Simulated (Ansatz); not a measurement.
A generator proposed this cell of CdAgC₄N₄.

```cif
data_structure
_symmetry_space_group_name_H-M 'P-43m'
_symmetry_Int_Tables_number 215
_cell_length_a 6.1095
_cell_length_b 6.1095
_cell_length_c 6.1095
_cell_angle_alpha 90.000
_cell_angle_beta 90.000
_cell_angle_gamma 90.000
_cell_volume 228.05
loop_
_atom_site_label
_atom_site_type_symbol
_atom_site_symmetry_multiplicity
_atom_site_Wyckoff_symbol
_atom_site_fract_x
_atom_site_fract_y
_atom_site_fract_z
_atom_site_occupancy
Cd1 Cd 1 a 0.00000 0.00000 0.00000 1
Ag1 Ag 1 b 0.50000 0.50000 0.50000 1
C1 C 4 e 0.18909 0.18909 0.18909 1
N1 N 4 e 0.29966 0.29966 0.29966 1
```

Method: Ansatz, DFT PBE, scalar-relativistic, plane waves, PAW. Plane waves to 420 eV, a k mesh through Γ of 4×4×4 on the computed 10-atom cell and Gaussian smearing (0.10 eV); collinear spin from starting moments 0.0 1.0 0.0 0.0 0.0 0.0 0.0 0.0 0.0 0.0 μB.

Energies over the elements count from the elements' standard structures at the same level (N₂ as a molecule), with no fitted energy shifts.

Question: What does a single point on this coarse mesh give?

Answer: The pressure is 5.5 GPa (it wants to expand), the largest force is 3.01 eV/Å, and the energy is +0.81 eV/atom against the elements. The shortest distance is 1.17 Å.

Question: How much does it gain on relaxing, and where does it end?

Answer: Relaxing gains about 0.10 eV/atom (the start's value is from the coarse mesh, so the gain is rough) in 10 ionic steps and ends at +0.70 eV/atom on the finer mesh. The symmetry stays P-43m (No. 215). The volume per atom grows by 15.3 %, from 22.8 to 26.3 Å³. The shortest distance stays 1.17 Å (C–N). Conventional cell: a = 6.407 Å. Cd has 4 C at 2.22 Å; around Ag lie 4 N at 2.16 Å; C is surrounded by 1 N at 1.17 Å and 1 Cd at 2.22 Å; N has 1 C at 1.17 Å and 1 Ag at 2.16 Å.

The last run used collinear spin, a 6×6×6 mesh for its 10-atom cell and Gaussian smearing of 0.10 eV. The reference form of C is held partly by dispersion forces, which this level lacks. Another magnetic order may lie lower. The relaxation can't lower the symmetry of the start. A structure relaxed within its symmetry needn't be a true minimum.
